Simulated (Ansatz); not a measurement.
# Structures of In₃P₂: which is lowest?

Plane-wave DFT in Ansatz with scalar-relativistic PAW potentials, cutoff 420 eV, Γ-centred meshes chosen by cell and gap, Gaussian smearing with energies taken to zero width. Every cell was relaxed (cell and atoms) in a run of its own, within the symmetry of its start. Functional: PBE.

Relaxed structures (starts from databases or built by putting these elements on another compound's sites):
A. R-3m, 5 atoms in the computed cell, a = 3.961 Å, c = 25.478 Å; sites (symmetry × multiplicity) In -3m × 3 + 3m × 6, P 3m × 6; start: built
B. R-3c, 10 atoms in the computed cell, a = 7.054 Å, c = 18.369 Å; sites (symmetry × multiplicity) In .2 × 18, P 3. × 12; start: built

Problem. Rank them by energy. Could pressure change the order?

Solution.
| structure | group | E − E(lowest) (meV/atom) | V (Å³/atom) | gap on mesh (eV) |
| --- | --- | --- | --- | --- |
| A | R-3m | 0.0 | 23.08 | 0.00 |
| B | R-3c | 118 | 26.38 | 0.00 |

A is lowest, 118 meV/atom under B. The lowest is also the densest of these, so pressure wouldn't bring one of the others in at first order. Other structures may lie lower than all of these, and vibrations aren't counted.